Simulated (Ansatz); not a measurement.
**TiN (Fm-3m): from strained cells to moduli**

```xyz
2
Lattice="0.0000 2.0860 2.0860 2.0860 0.0000 2.0860 2.0860 2.0860 0.0000" Properties=species:S:1:pos:R:3 pbc="T T T"
Ti    0.0000    0.0000    0.0000
N     2.0860    2.0860    2.0860
```

Unless marked otherwise, the numbers come from LDA, PAW on Ansatz 0.2.0's default frozen-core files (fitted under PBE), scalar-relativistic. k mesh 18×18×18, Fermi-Dirac smearing of 0.100 eV, cutoff 420 eV. The cell was relaxed by PAW under this functional, which moved its volume by -5 % from the database entry's.

The cell is cubic and carries a residual pressure of 0.00 GPa at this level. Each strain component that symmetry leaves independent is applied at ±0.005, the ions relax wherever a strain frees them, and the stress (tension positive, GPa) is read. Shears are engineering strains, γ = 2ε.

```
strain    size      σxx      σyy      σzz      σyz     σxz     σxy
    xx  -0.005  -3.5443  -0.6720  -0.6720   0.0000  0.0000  0.0000
    xx  +0.005   3.3464   0.6672   0.6672   0.0000  0.0000  0.0000
    yz  -0.005   0.0058   0.0005   0.0005  -0.8796  0.0000  0.0000
    yz  +0.005   0.0058   0.0005   0.0005   0.8796  0.0000  0.0000
```

A central difference gives one constant, for example C11 ≈ (3.3464 − (-3.5443))/(0.01) = 689.1 GPa; the program then imposes the crystal's symmetry on the whole matrix.

(1) What are the independent elastic constants?

(2) Do they meet the Born conditions?

(3) What moduli does a random aggregate of grains have?

(4) With the density of 5.659 g/cm³, how fast does sound travel, and what Debye temperature follows?

(5) What happens at 2 GPa (cell relaxed there)?

Results:

(1) C11 = 689.1, C12 = 133.9, C44 = 175.9 GPa.

(2) C11 − C12 = 555.1, C11 + 2C12 = 956.9 and C44 = 175.9 GPa must all be positive, so the crystal is elastically stable; that says nothing yet of its phonons.

(3) B = (C11 + 2C12)/3 = 319.0 GPa. G_V = (C11 − C12 + 3C44)/5 = 216.6 and G_R = 5(C11 − C12)C44/(4C44 + 3(C11 − C12)) = 206.1, so G_H = 211.3 GPa. Then E = 9BG/(3B + G) = 519.3 GPa, ν = (3B − 2G)/(6B + 2G) = 0.229 and B/G = 1.51, on the brittle side of Pugh's 1.75 (a rule of thumb).

(4) 

```csv
direction,slow (m/s),middle (m/s),fast (m/s)
[100],5575,5575,11034
[110],5575,7003,10188
[111],6562,6562,9890
```

The mean of v⁻³ over directions and branches gives v_m = 6735 m/s and θ_D = (ħ/k_B) v_m (6π²n)^(1/3) = 961 K, n being atoms per volume. Young's modulus spans 446 to 645 GPa over directions, and the universal anisotropy index is 0.25.

(5) The volume falls to 0.9939 of its value, and C11 = 708.2, C12 = 136.7, C44 = 176.9 GPa (slopes of the stress), in this structure whether or not another phase takes over.

Caveats: frozen-core PAW files fitted under PBE, their cores solved anew for the functional of the run; responses of metals move with mesh and smearing.
